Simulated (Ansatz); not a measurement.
TiGe₂:
Space group Fddd, origin choice 1 (No. 70); a = 5.000 Å, b = 8.533 Å, c = 8.717 Å, α = β = γ = 90.00°

| atom | site | symmetry | x | y | z |
|---|---|---|---|---|---|
| Ti | 8b | 222 | 0.5000 | 0.5000 | 0.5000 |
| Ge | 16f | .2. | 0.0000 | 0.1691 | 0.0000 |
(The calculation used a cell of 6 atoms; values per cell refer to that cell.)

Relaxed at zero pressure with the program Ansatz at the PBEsol level (PAW).

Question: The volume is raised by 6 % and shape and atoms relax at that volume. What pressure results, and how do the axes share the change?

Answer: -6.3 GPa; a 2.2 %, b 2.4 %, c 1.3 %; the energy rises by 19 meV/atom.

Question: Give the new structure.

Answer: 
Space group Fddd, origin choice 1 (No. 70); a = 5.1101 Å, b = 8.7344 Å, c = 8.8330 Å, α = 90.00°, β = 90.00°, γ = 90.00°

```csv
atom,site,symmetry,x,y,z
Ti,8b,222,0.5000,0.5000,0.5000
Ge,16f,.2.,0.0000,0.1702,0.0000
```

The phase is kept; no other phase was compared at this pressure.

The first step of the workflow began from a Materials Project structure, measured or hypothetical; the Crystallography Open Database files this formula in space group No. 70, but the cells were not matched. Its standing as an ambient phase is unchecked. The PBEsol relaxation kept the symmetry of its start; of distortions, only those at the zone centre were tested. The run is not spin-polarised.

Potentials: the later of the program's two PAW sets.
